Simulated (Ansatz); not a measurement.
ZrGe2 in space group Cmcm (No. 63; Zr on 4c, Ge on 4c, Ge on 4c), plane-wave PAW PBE (Ansatz code), all energies at zero smearing, with the estimated change up to a 700 eV cutoff added, with one set of potentials and settings (totals compare only within such a set). Cell of 6 atoms (2 Zr, 4 Ge): -25551.266 eV.

```
element                reference phase  E (eV/atom)
-------  -----------------------------  -----------
Zr       P6_3/mmc, 2 atoms in the cell   -4183.8362
Ge          Fd-3m, 2 atoms in the cell   -4294.9847
```

Formation energy per atom, worked out: (-25551.266 − 2×(-4183.8362) − 4×(-4294.9847))/6 = -0.609 eV/atom (-59 kJ per mol of atoms), at 0 K, without zero-point energy or fitted corrections.

The first step of the workflow began from a Materials Project structure, measured or hypothetical; the Crystallography Open Database files this formula in space group No. 63, but the cells were not matched. Whether it is the stable phase at ambient conditions was not checked. The PBE relaxation kept the symmetry of its start; its stability against distortions is not shown here. No spin polarisation was allowed. The references are the lowest solids computed at this level, not always the standard phases.

Potentials: the later of the program's two PAW sets.
